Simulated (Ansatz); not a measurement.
Consider the following.

HfO2:
Space group P-3m1 (No. 164); a = 3.240 Å, b = 3.240 Å, c = 4.664 Å, α = 90.00°, β = 90.00°, γ = 120.00°

| atom | site | symmetry | x | y | z |
|---|---|---|---|---|---|
| Hf | 1a | -3m. | 0.0000 | 0.0000 | 0.0000 |
| O | 2d | 3m. | 0.3333 | 0.6667 | 0.2084 |

This is the PBE+D3(BJ)-relaxed structure.

Question: All from plane-wave PAW PBE+D3(BJ) (Ansatz code), unless another level is named. Estimate the hole effective mass.

Answer: 2.1, 2.3, 3.0 mₑ (principal values).

Question: And the electron effective mass with spin–orbit coupling?

Answer: 1.1, 1.4, 3.4 mₑ (principal values).

Question: Next, the conduction-band minimum?

Answer: at M (3 equivalent valleys).

Question: What about the weight of the conduction-edge state by species (Voronoi cells)?

Answer: Hf 56 %, O 44 %.

A made-up cell: these elements were put on the sites of a structure type; neither database checked (COD, Materials Project) lists it. It is not the phase usual at ambient conditions (space group No. 14, 29). Symmetry was held in the PBE+D3(BJ) relaxation; whether a distortion lowers the energy is not shown. The run is not spin-polarised. Scalar-relativistic: spin–orbit coupling is off unless named, which matters more the heavier the elements.

Potentials: the earlier of the program's two PAW sets.

Edges and masses are those of Kohn–Sham bands, whose gap is no quasiparticle gap.
